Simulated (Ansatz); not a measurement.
KLuS₂ squeezed and stretched

A database entry relaxed whole under r2SCAN (R-3m):

```
CELL_PARAMETERS angstrom
1.97587 1.14077 7.30147
-1.97587 1.14077 7.30147
0.00000 -2.28154 7.30147
ATOMIC_POSITIONS crystal
K 0.00000 0.00000 0.00000
Lu 0.50000 0.50000 0.50000
S 0.23309 0.23309 0.23309
S 0.76691 0.76691 0.76691
```

The cell was scaled uniformly, its shape held, and the atoms relaxed at each volume with plane-wave PAW DFT (Ansatz 0.2.0; r2SCAN, 500 eV, 8×8×8 Γ-centred mesh, fermi-dirac occupations of width 0.020 eV; no spin, no spin-orbit coupling). One row is withheld.

```
volume (Å³/atom)  energy over the lowest (meV/atom)  pressure (GPa)  gap over mesh and path (eV)
          23.205                               15.7            3.57                        2.507
          23.699                                6.8            2.27                        2.577
          24.193                                1.7            1.08                        2.641
          24.687                                0.0            0.02                        2.701
          25.180                                1.4           -0.93                        2.757
          25.674                                  ?               ?                            ?
          26.168                               12.4           -2.56                        2.858
```

Q: Fit the pressures of the other rows to the third-order Birch-Murnaghan form.

A: With f = [(V₀/V)^(2/3) − 1]/2 and P = 3B₀f(1 + 2f)^(5/2)[1 + 3(B₀′ − 4)f/2], least squares gives V₀ = 24.70 Å³ an atom, B₀ = 50.2 GPa and B₀′ = 4.3; the rows miss the fit by less than 0.01 GPa. The slope of the energies differs from these pressures by less than 0.05 GPa.

Q: How does the gap move with volume?

A: A parabola in ln(V/V₀) through the other rows has the slope dE_g/d ln V = +2.9 eV at V₀, so by B₀ the gap moves by -58 meV a GPa at this fixed shape: it narrows under pressure.

Q: What does the withheld row hold?

A: The fit gives -1.79 GPa at 25.674 Å³; the run gave -1.79 GPa and 5.7 meV an atom. Its gap is 2.809 eV, against 2.809 eV from the parabola.

Caveats: the shape of the cell was held, so B₀ is an upper bound where the axes differ in stiffness; 0 K, fixed nuclei; the symmetry was kept, and this need not be the phase that is stable at 0 K; one mesh for all volumes; r2SCAN gaps lie as a rule under measured ones; the slope of the gap can be off by tens of per cent, more where shallow d levels or spin-orbit coupling act on the edges; pressure is positive in compression.
